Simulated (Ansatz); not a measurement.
Molecular dynamics on a 2×2×2 supercell (16 atoms) of AgCl (rocksalt), relaxed with r2SCAN. Forces come from PBE in Ansatz: a Langevin thermostat at fixed volume, 300 K, steps of 3 fs. Spin polarisation is off, nuclei are classical, and the run is far too short for thermal averages.

```yaml
crystal:
  lattice:
    - [0.0, 5.5463676253, 5.5463676253]
    - [5.5463676253, 0.0, 5.5463676253]
    - [5.5463676253, 5.5463676253, 0.0]
  atoms:
    - { symbol: Ag, position: [0.0, 0.0, 0.0] }
    - { symbol: Cl, position: [0.25, 0.25, 0.25] }
    - { symbol: Ag, position: [0.0, 0.0, 0.5] }
    - { symbol: Cl, position: [0.25, 0.25, 0.75] }
    - { symbol: Ag, position: [0.0, 0.5, 0.0] }
    - { symbol: Cl, position: [0.25, 0.75, 0.25] }
    - { symbol: Ag, position: [0.0, 0.5, 0.5] }
    - { symbol: Cl, position: [0.25, 0.75, 0.75] }
    - { symbol: Ag, position: [0.5, 0.0, 0.0] }
    - { symbol: Cl, position: [0.75, 0.25, 0.25] }
    - { symbol: Ag, position: [0.5, 0.0, 0.5] }
    - { symbol: Cl, position: [0.75, 0.25, 0.75] }
    - { symbol: Ag, position: [0.5, 0.5, 0.0] }
    - { symbol: Cl, position: [0.75, 0.75, 0.25] }
    - { symbol: Ag, position: [0.5, 0.5, 0.5] }
    - { symbol: Cl, position: [0.75, 0.75, 0.75] }
kpoints:
  mp_grid: { grid: [2, 2, 2] }
hamiltonian:
  xc: pbe
scf:
  occupations: { method: fermi_dirac, width: 0.026 }
md:
  ensemble: nvt_langevin
  temperature: 300
  timestep: 3.0
  n_steps: 40
  initial_velocities: maxwell_boltzmann
  seed: 7396
```

Run as `ansatz run input.yaml --threads 4 --pin off --max-ram 3686MiB --backend cpu --events-out ev --progress --plain --runs-dir out`.

**Question.** What wall time did it need on 4 threads of Arm Neoverse V1, on a shared host, and how much host memory at the peak?

**Answer.** About 3.2 min, with a peak of 1.3 GiB.

**Question.** How do temperature and energy develop?

**Answer.** The temperature starts at 281 K, is lowest at step 16 (119 K, 48 fs) and ends at 249 K. The atoms start on their lattice sites with kinetic energy alone, so much of it first passes into potential energy. By the last step the atoms have moved 0.19 Å in the root mean square, the drift of the whole cell taken out, 0.36 Å at most.

| step | t (fs) | T (K) | free energy F from step 0 (meV/atom) | kinetic energy (meV/atom) | largest force (eV/Å) |
| --- | --- | --- | --- | --- | --- |
| 0 | 0 | 281 | 0.0 | 36.4 | 0.00 |
| 1 | 3 | 310 | 0.2 | 40.0 | 0.06 |
| 2 | 6 | 257 | 0.7 | 33.2 | 0.11 |
| 3 | 9 | 253 | 1.6 | 32.7 | 0.16 |
| 4 | 12 | 257 | 2.6 | 33.2 | 0.21 |
| 5 | 15 | 274 | 4.0 | 35.4 | 0.25 |
| 6 | 18 | 269 | 5.7 | 34.8 | 0.31 |
| 7 | 21 | 234 | 7.4 | 30.3 | 0.37 |
| 8 | 24 | 255 | 9.4 | 32.9 | 0.42 |
| 9 | 27 | 249 | 11.6 | 32.1 | 0.48 |
| 10 | 30 | 241 | 13.8 | 31.1 | 0.53 |
| 11 | 33 | 198 | 16.0 | 25.6 | 0.56 |
| 12 | 36 | 178 | 18.1 | 23.0 | 0.60 |
| 13 | 39 | 148 | 19.8 | 19.1 | 0.63 |
| 14 | 42 | 147 | 21.1 | 19.0 | 0.66 |
| 15 | 45 | 122 | 22.0 | 15.8 | 0.68 |
| 16 | 48 | 119 | 22.6 | 15.4 | 0.69 |
| 17 | 51 | 138 | 22.7 | 17.8 | 0.70 |
| 18 | 54 | 165 | 22.5 | 21.3 | 0.69 |
| 19 | 57 | 153 | 22.1 | 19.8 | 0.67 |
| 20 | 60 | 135 | 21.7 | 17.5 | 0.68 |
| 21 | 63 | 126 | 21.4 | 16.3 | 0.68 |
| 22 | 66 | 147 | 20.9 | 18.9 | 0.68 |
| 23 | 69 | 150 | 20.4 | 19.4 | 0.67 |
| 24 | 72 | 183 | 19.5 | 23.6 | 0.67 |
| 25 | 75 | 176 | 18.8 | 22.7 | 0.67 |
| 26 | 78 | 195 | 18.3 | 25.3 | 0.66 |
| 27 | 81 | 186 | 17.6 | 24.1 | 0.63 |
| 28 | 84 | 180 | 16.9 | 23.3 | 0.60 |
| 29 | 87 | 174 | 16.3 | 22.4 | 0.56 |
| 30 | 90 | 187 | 15.8 | 24.1 | 0.52 |
| 31 | 93 | 200 | 15.4 | 25.9 | 0.49 |
| 32 | 96 | 221 | 15.1 | 28.5 | 0.45 |
| 33 | 99 | 221 | 14.7 | 28.6 | 0.45 |
| 34 | 102 | 218 | 14.6 | 28.2 | 0.46 |
| 35 | 105 | 275 | 14.6 | 35.6 | 0.46 |
| 36 | 108 | 262 | 14.9 | 33.8 | 0.47 |
| 37 | 111 | 255 | 15.4 | 32.9 | 0.52 |
| 38 | 114 | 254 | 16.1 | 32.8 | 0.56 |
| 39 | 117 | 250 | 17.0 | 32.3 | 0.60 |
| 40 | 120 | 249 | 18.1 | 32.2 | 0.64 |

Positions (Å) and forces (eV/Å) at step 40:
```
Ag   0.047  -0.078   0.001    -0.104  -0.027   0.104
Cl   2.913   2.874   2.553     0.095   0.282  -0.021
Ag   2.805   2.818  -0.019     0.149   0.091   0.414
Cl   5.634   5.694   2.788    -0.157  -0.274   0.090
Ag   2.839   0.049   2.779    -0.212   0.016   0.538
Cl   5.497   2.755   5.596     0.045   0.150  -0.026
Ag   5.538   2.773   2.877    -0.089   0.141  -0.208
Cl   8.435   5.767   5.583    -0.046  -0.274  -0.033
Ag   0.091   2.776   2.662    -0.083   0.074   0.238
Cl   2.750   5.339   5.819     0.088   0.327  -0.540
Ag   2.635   5.649   2.983     0.233  -0.348  -0.142
Cl   5.761   8.234   5.433    -0.431   0.043   0.066
Ag   2.801   2.825   5.561     0.146  -0.252   0.001
Cl   5.467   5.510   8.348     0.182  -0.127  -0.057
Ag   5.597   5.518   5.546     0.049   0.021  -0.055
Cl   8.150   8.210   8.635     0.134   0.157  -0.369
```
